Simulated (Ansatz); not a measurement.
# Field gradients at the nuclei in MgB₂

The cell is a structure deposited in the COD, its atoms then relaxed with PBE in this cell.

```xyz
3
Lattice="3.0850 0.0000 0.0000 -1.5425 2.6717 0.0000 0.0000 0.0000 3.5230" Properties=species:S:1:pos:R:3 pbc="T T T"
Mg    0.0000    0.0000    0.0000
B     0.0000    1.7811    1.7615
B     1.5425    0.8906    1.7615
```

Atoms are numbered from 1 in the order listed; like atoms form one site, named after its first atom.

Computed with Ansatz: DFT, r2SCAN, plane waves and PAW, scalar-relativistic, 500 eV cutoff, Γ-centred 17×17×13 k-points, Fermi–Dirac smearing 0.05 eV.

Conventions: |V_zz| ≥ |V_yy| ≥ |V_xx|, η = (V_xx − V_yy)/V_zz, C_Q = eQV_zz/h. Directions are in the Cartesian axes of the cell vectors above, for the atom listed; none is given where the gradient is under 0.02 or η is above 0.95.

| site | first atom | first shell | V_zz (10²¹ V/m²) | η | direction of V_zz (x, y, z) |
| --- | --- | --- | --- | --- | --- |
| Mg | 1 | 12 B at 2.51 Å | -0.29 | 0.00 | 0.00 0.00 1.00 |
| B | 2 | 3 B at 1.78 Å; also 6 Mg at 2.51 Å | 1.65 | 0.00 | 0.00 0.00 1.00 |

An axis of threefold or higher order runs through Mg and B, so V_zz lies along it and η is zero.

The run finds no gap above 0.1 eV (a metal, or nearly one), so the gradients can move by 10 % or more with the k-mesh.
